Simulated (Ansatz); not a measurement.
In CeO2 (fluorite type) the Ce atom of the primitive cell, with all its periodic images, is moved by 0.02 Å along x.

```
CELL_PARAMETERS angstrom
0.00000 2.73000 2.73000
2.73000 0.00000 2.73000
2.73000 2.73000 0.00000
ATOMIC_POSITIONS crystal
Ce 0.99634 0.00366 0.00366
O 0.25000 0.25000 0.25000
O 0.75000 0.75000 0.75000
```

Computed with Ansatz 0.2.0 development build, PBE, plane waves, all-electron PAW datasets generated for the crystal, point nucleus.

Cutoff 380 eV; k-mesh 8×8×8 Γ-centred; Fermi–Dirac smearing of 0.1 eV; no spin polarisation; no spin–orbit coupling.

**Question.** What force results?

**Answer.** The force on it along the displacement is -0.1260 eV/Å, a force constant of 6.30 eV/Å².

```
atom  Fx (eV/Å)  Fy (eV/Å)  Fz (eV/Å)
 Ce1    -0.1260     0.0000     0.0000
  O2     0.0630     0.0000     0.0000
  O3     0.0630     0.0000     0.0000
```
